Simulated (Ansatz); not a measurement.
The start is a generated trial cell of AlN in the 6H structure type. The cell and all atomic positions are relaxed at zero pressure with PBE (plane waves to 420 eV, PAW, scalar-relativistic; Ansatz, a quantum-chemistry and plane-wave program). The first steps use a coarse 7×7×2 k-mesh.

Input geometry:
```
AlN
1.0
    3.14852     0.00000     0.00000
   -1.57426     2.72670     0.00000
    0.00000     0.00000    15.44964
Al N
6 6
Cartesian
  0.00000   0.00000   0.00000
  0.00000   0.00000   7.72482
  1.57426   0.90890  12.87342
  0.00000   1.81780   5.14859
  1.57426   0.90890   2.57237
  0.00000   1.81780  10.29719
  0.00000   0.00000  13.51226
  0.00000   0.00000   5.78744
  1.57426   0.90890  10.93603
  0.00000   1.81780   3.21121
  1.57426   0.90890   0.64116
  0.00000   1.81780   8.36598
```

Initial pressure: -6.5 GPa (negative: the cell is under tension)
Outcome: The space group stays P6₃mc (No. 186) (the run could not lower it); the end is AFLOW prototype AB_hP12_186_a2b_a2b (B6, as in SiC), with 12 atoms in the primitive cell
Volume change: -3.6 %, from 11.05 to 10.66 Å³/atom
Optimiser moves: 5

The end point of the relaxation:

Space group P6₃mc (No. 186); a = 3.118 Å, b = 3.118 Å, c = 15.196 Å, α = 90.00°, β = 90.00°, γ = 120.00°

```tsv
atom	site	symmetry	x	y	z
Al	2a	3m.	0.0000	0.0000	0.4996
Al	2b	3m.	0.3333	0.6667	0.3339
Al	2b	3m.	0.3333	0.6667	0.6667
N	2a	3m.	0.0000	0.0000	0.3745
N	2b	3m.	0.3333	0.6667	0.2080
N	2b	3m.	0.6667	0.3333	0.0409
```

Final values are on a 10×10×2 k-mesh of the relaxed cell. No spin polarisation in the result.

The run could not lose the symmetry of its start.

The first start was generated by placing the elements on the sites of a structure type. A measured structure of AlN has the same space group, P6₃mc (No. 186); the sites were not compared with it.
